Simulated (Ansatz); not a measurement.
Starting cell, SnO$_{2}$ (rutile):

```yaml
crystal:
  lattice:
    - [4.82754, 0.00000, 0.00000]
    - [0.00000, 4.82754, 0.00000]
    - [0.00000, 0.00000, 3.23815]
  atoms:
    - { symbol: Sn, position: [0.00000, 0.00000, 0.00000] }
    - { symbol: Sn, position: [0.50000, 0.50000, 0.50000] }
    - { symbol: O, position: [0.30658, 0.30658, 0.00000] }
    - { symbol: O, position: [0.80658, 0.19342, 0.50000] }
    - { symbol: O, position: [0.19342, 0.80658, 0.50000] }
    - { symbol: O, position: [0.69342, 0.69342, 0.00000] }
```

In this cell atom 3 (O, nearest neighbour Sn at 2.089 Å; its periodic images, 3.2 Å or more away, move with it) is moved by u·(1.000, 0.000, 0.000) + v·(0.000, 1.000, 0.000); the rest is frozen.

Level of theory: PBE (plane waves to 420 eV, PAW, scalar-relativistic; Ansatz, a program for electronic structure). k mesh 6×6×8 (Γ-centred), Fermi-Dirac smearing 0.05 eV. E stands for the smeared free energy. Points where atoms come too close for the PAW data are left out (x in tables, blank in figures). SnO2 was relaxed with its symmetry unable to fall.

Changes of ΔE (meV/cell) from the point u = 0.000 Å, v = 0.000 Å when one coordinate moves alone (two changes are said to add if the coupling is within 5 % of the smaller one, nearly so within 20 %):

```tsv
point	change
u = 0.000 Å, v = -0.520 Å	1807.0
u = 0.000 Å, v = -0.347 Å	771.6
u = 0.000 Å, v = -0.173 Å	185.1
u = -0.520 Å, v = 0.000 Å	1807.0
u = -0.347 Å, v = 0.000 Å	771.6
u = -0.173 Å, v = 0.000 Å	185.1
u = 0.173 Å, v = 0.000 Å	169.6
u = 0.347 Å, v = 0.000 Å	644.2
u = 0.520 Å, v = 0.000 Å	1363.1
u = 0.000 Å, v = 0.173 Å	169.6
u = 0.000 Å, v = 0.347 Å	644.2
u = 0.000 Å, v = 0.520 Å	1363.1
```

Problem. Do the two effects add at u = 0.347 Å, v = -0.347 Å? Give the computed change.

Solution. The sum of the single changes is 644.2 + (771.6) = 1415.8; the calculation gives 470.3, so the coupling contributes -945.5 (over 20 % of the smaller single change, not additive).

Problem. What is the change at u = -0.173 Å, v = 0.520 Å, where both move, and how far is it from the sum?

Solution. The sum of the single changes is 185.1 + (1363.1) = 1548.2; the calculation gives 910.7, so the coupling contributes -637.5 (over 20 % of the smaller single change, not additive).

Problem. What is the change at u = -0.173 Å, v = -0.347 Å, where both move, and how far is it from the sum?

Solution. The sum of the single changes is 185.1 + (771.6) = 956.7; the calculation gives 1828.8, so the coupling contributes 872.1 (over 20 % of the smaller single change, not additive).

(A displaced cell: forces are minus the slopes of the energy, force constants its curvatures, and phonons follow from these.)
